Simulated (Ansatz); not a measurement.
**Does relaxation matter for the field gradients of PbF2 with Gd replacing Pb?**

Start: a supercell of PbF2 (fluorite type, Fm-3m) built from a computed structure from the Materials Project (it need not be an observed phase), with all atoms left at the host's positions.

Space group Fm-3m (No. 225); a = 11.8318 Å.

```
site  Wyckoff  site symmetry       x       y       z
  Gd       4a           m-3m  0.0000  0.0000  0.0000
 Pb2      24d           m.mm  0.2500  0.2500  0.0000
 Pb8       4b           m-3m  0.5000  0.5000  0.5000
  F9      32f            .3m  0.3750  0.3750  0.3750
 F12      32f            .3m  0.8750  0.6250  0.6250
```

One atom of each set is listed; the run and its k-mesh use a cell of 24 atoms with edges of 8.37, 8.37, 8.37 Å.

All values are calculated (Ansatz; DFT, PBE, plane waves and PAW, scalar-relativistic, collinear spin, 420 eV cutoff, Γ-centred 3×3×3 k-points, Fermi–Dirac smearing 0.01 eV, cell charge +1), not measured. Start moments as typed (μB): 7 on each Gd, none on the rest.

The largest force at the start is 1.4 eV/Å. Relaxing the ions at fixed cell moves them by 0.194 Å at most (atom 12, F) and 0.115 Å rms.

| site | moved (Å) | first shell before | first shell after | V_zz before (10²¹ V/m²) | η before |
| --- | --- | --- | --- | --- | --- |
| Gd | 0.000 | 8 F at 2.56 Å | 8 F at 2.37 Å | 0.00 | – |
| Pb2 | 0.000 | 8 F at 2.56 Å | 8 F at 2.55–2.63 Å | 4.97 | 0.95 |
| F9 | 0.045 | 4 Pb at 2.56 Å | 4 Pb at 2.55–2.61 Å | -0.23 | 0.00 |
| F12 | 0.194 | 3 Pb at 2.56 Å, 1 Gd at 2.56 Å | 1 Gd at 2.37 Å, 3 Pb at 2.63 Å | 1.76 | 0.00 |

(1) What are V_zz and η after the relaxation?

Results:

(1) 

```json
{"site": "Gd", "V_zz after": "0.00", "η after": "–", "change of V_zz": "0.00"}
{"site": "Pb2", "V_zz after": "-5.98", "η after": "0.51", "change of V_zz": "–"}
{"site": "F9", "V_zz after": "0.11", "η after": "0.00", "change of V_zz": "+0.34"}
{"site": "F12", "V_zz after": "1.15", "η after": "0.00", "change of V_zz": "-0.61"}
```

The largest change of V_zz along a kept axis is on F12, from 1.76 to 1.15. The whole tensor moves most on Pb2, by 1.59 along its most changed direction. In per cent, |V_zz| changes by -35 on F (all sites that start above 0.5, bar those whose gradient vanishes or changes sign or whose main axis turns by over 40°). V_zz changes sign on F9 (same axis). On Pb2 the largest principal value lies along another axis in the second run, so the two V_zz can't be compared directly. Other sites without a gradient aren't listed.

The defect repeats with the cell of 24 atoms, so it feels its images: sites between two images don't show the values beside a lone defect, and zeros or small values of η there can come from the images' arrangement. A uniform background compensates the cell's charge.
Before: Spin–orbit coupling is left out, which shifts gradients on Pb by a few per cent in wide-gap crystals, and can shift them far more where the calculated gap is small or absent, as here. The neighbours have not yet relaxed around the defect (largest force 1.4 eV/Å), so a real crystal will differ.
After: The relaxation keeps the site symmetry m-3m of the start, so the impurity can't leave its site; a start off the site could end lower. Spin–orbit coupling is left out, which shifts gradients on Pb by a few per cent, and by more where contributions nearly cancel.
